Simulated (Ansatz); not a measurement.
## Data sheet: Cd (DFT)

Cd:
```
CELL_PARAMETERS angstrom
      1.63116     0.94175     2.37895
     -1.63116     0.94175     2.37895
      0.00000    -1.88350     2.37895
ATOMIC_POSITIONS crystal
  Cd 0.00000 0.00000 0.00000
```

Space group R-3m (No. 166), simple rhombohedral; conventional cell a = b = 3.2623 Å, c = 7.1368 Å, α = β = 90.00°, γ = 120.00°.

Method: r²SCAN in the plane-wave PAW code Ansatz. Structure relaxed to zero pressure with the same functional. Other levels are named where they apply.

Cell and energy:

```json
{
 "volume_per_atom": "21.93 Å³",
 "density": "8.51 g/cm³"
}
```

Electronic structure:

```json
{
 "electronic_character": "metallic (no gap)",
 "Density of states at the Fermi level": "0.33 states/eV per atom (mean over ±0.08 eV)",
 "Gap with spin–orbit coupling": "none (metallic)"
}
```

Mechanics:

```json
{
 "Bulk modulus (Birch–Murnaghan fit)": "47.9 GPa",
 "Pressure derivative B′": "5.3",
 "Elastic constants (relaxed ions, GPa)": "C11 = 50.8, C12 = 49.1, C13 = 41.3, C14 = -6.7, C33 = 117, C44 = 17.4",
 "mechanical_stability": "unstable (C has a negative eigenvalue)"
}
```

The first step of the workflow began from a Materials Project structure, measured or hypothetical; the Crystallography Open Database copy checked does not list it. It is not the phase usual at ambient conditions (space group No. 194). The r²SCAN relaxation kept the symmetry of its start. As this level gives no gap, shear constants depend on the k-mesh and smearing (Fermi–Dirac, 0.1 eV here). Axis ratios of metals converge slowly with the k-mesh, so a and c are less sure than the volume. On the denser mesh and wider smearing of the elastic run this cell carries a stress of 0.4 GPa. Spin–orbit coupling is left out wherever it is not named.

Potentials: the later of the program's two PAW sets.
